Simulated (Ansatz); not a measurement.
Nb₅Si₃:
```cif
data_Nb20Si12
_chemical_formula_sum 'Nb20 Si12'
_space_group_name_H-M_alt 'I4/mcm'
_space_group_IT_number 140
_space_group_name_Hall '-I 4 2c'
_cell_length_a 6.58716
_cell_length_b 6.58716
_cell_length_c 11.88034
_cell_angle_alpha 90.000
_cell_angle_beta 90.000
_cell_angle_gamma 90.000
loop_
_atom_site_label
_atom_site_type_symbol
_atom_site_symmetry_multiplicity
_atom_site_Wyckoff_symbol
_atom_site_fract_x
_atom_site_fract_y
_atom_site_fract_z
_atom_site_occupancy
Nb1 Nb 16 l 0.33348 0.16652 0.14872 1
Nb2 Nb 4 c 0.00000 0.00000 0.00000 1
Si1 Si 8 h 0.12862 0.37138 0.00000 1
Si2 Si 4 a 0.00000 0.00000 0.25000 1
```
(The calculation used a cell of 16 atoms; values per cell refer to that cell.)

Relaxed with r²SCAN.

Q: Which orbitals make up the states near the Fermi level in plane-wave PAW r²SCAN (Ansatz code)?

A: Within 0.5 eV of the Fermi level: Nb 4d 88 %, Si 3p 7 %. Projections are on Löwdin-orthogonalised atomic valence shells; empty p or d shells of many metals are not among them.

Q: Tabulate the density of states.

A: States/eV per cell of 16 atoms, in 0.25 eV bins, energy from the Fermi level.

```csv
E (eV),total,Nb 4d,Si 3p,Nb 5s
-7.85,2.77,0.77,0.30,0.21
-7.60,0.00,0.00,0.00,0.00
-7.35,0.00,0.00,0.00,0.00
-7.10,0.00,0.00,0.00,0.00
-6.85,0.00,0.00,0.00,0.00
-6.60,0.00,0.00,0.00,0.00
-6.35,0.00,0.00,0.00,0.00
-6.10,2.26,0.67,1.01,0.39
-5.85,5.89,1.84,2.56,0.97
-5.60,7.52,2.64,3.13,1.09
-5.35,7.45,2.82,3.00,0.95
-5.10,7.97,3.17,3.17,0.94
-4.85,5.00,2.11,2.00,0.53
-4.60,5.50,2.62,2.07,0.47
-4.35,7.99,4.08,2.94,0.56
-4.10,12.67,6.51,4.94,0.70
-3.85,7.31,3.71,2.98,0.30
-3.60,16.22,8.46,6.56,0.55
-3.35,17.85,9.93,6.75,0.48
-3.10,11.40,6.50,4.15,0.34
-2.85,11.15,6.46,3.99,0.27
-2.60,11.69,7.84,2.96,0.32
-2.35,13.62,10.56,2.06,0.48
-2.10,16.11,14.03,1.14,0.41
-1.85,18.76,16.03,1.47,0.52
-1.60,15.88,13.04,1.31,0.61
-1.35,13.49,11.15,1.04,0.44
-1.10,10.30,8.51,0.87,0.31
-0.85,8.39,6.93,0.72,0.27
-0.60,4.28,3.58,0.35,0.13
-0.35,4.42,3.85,0.31,0.08
-0.10,5.54,4.88,0.39,0.05
0.15,7.29,6.40,0.52,0.07
0.40,8.45,7.38,0.60,0.10
0.65,10.04,8.78,0.66,0.15
0.90,10.64,9.44,0.60,0.14
1.15,13.23,11.76,0.74,0.18
1.40,13.84,12.36,0.72,0.20
1.65,17.34,15.44,0.94,0.29
1.90,17.02,15.06,0.92,0.30
2.15,12.95,11.53,0.63,0.21
2.40,8.69,7.50,0.57,0.15
2.65,11.23,9.27,1.02,0.21
2.90,13.24,10.90,1.16,0.29
3.15,16.13,13.00,1.71,0.36
3.40,13.92,10.88,1.75,0.36
3.65,10.57,8.03,1.58,0.19
3.90,10.38,7.37,1.92,0.18
4.15,7.22,4.53,1.38,0.28
4.40,6.59,3.46,1.28,0.44
4.65,7.69,3.52,1.45,0.63
```

The workflow started from a Materials Project entry (that database holds measured and hypothetical structures alike); the Crystallography Open Database files this formula in space group No. 140, but the cells were not matched. Whether it is the stable phase at ambient conditions was not checked. The cell was relaxed with r²SCAN under the symmetry of its start; its stability against distortions is not shown here. No spin polarisation was allowed. Scalar-relativistic: spin–orbit coupling is off unless named, which matters more the heavier the elements.

Potentials: the earlier of the program's two PAW sets.
